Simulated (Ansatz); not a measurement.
Ti$_{2}$C in space group Fd-3m (No. 227; Ti on 32e, C on 16d), PBEsol in the plane-wave PAW code Ansatz, all energies at zero smearing, with the estimated change up to a 700 eV cutoff added, with one set of potentials and settings (totals compare only within such a set). Cell of 12 atoms (8 Ti, 4 C): -20786.572 eV.

| element | reference phase | E (eV/atom) |
|---|---|---|
| Ti | P6/mmm, 3 atoms in the cell | -2473.9117 |
| C | P6_3/mmc, 4 atoms in the cell | -246.6950 |

Formation energy per atom, worked out: (-20786.572 − 8×(-2473.9117) − 4×(-246.6950))/12 = -0.708 eV/atom (-68 kJ per mol of atoms), at 0 K, without zero-point energy or fitted corrections.

The first step of the workflow began from a Materials Project structure, measured or hypothetical; the Crystallography Open Database copy checked does not list it. Whether it is the stable phase at ambient conditions was not checked. Symmetry was held in the PBEsol relaxation; of distortions, only those at the zone centre were tested. The run is not spin-polarised. The references are the lowest solids computed at this level, not always the standard phases.

Potentials: the later of the program's two PAW sets.
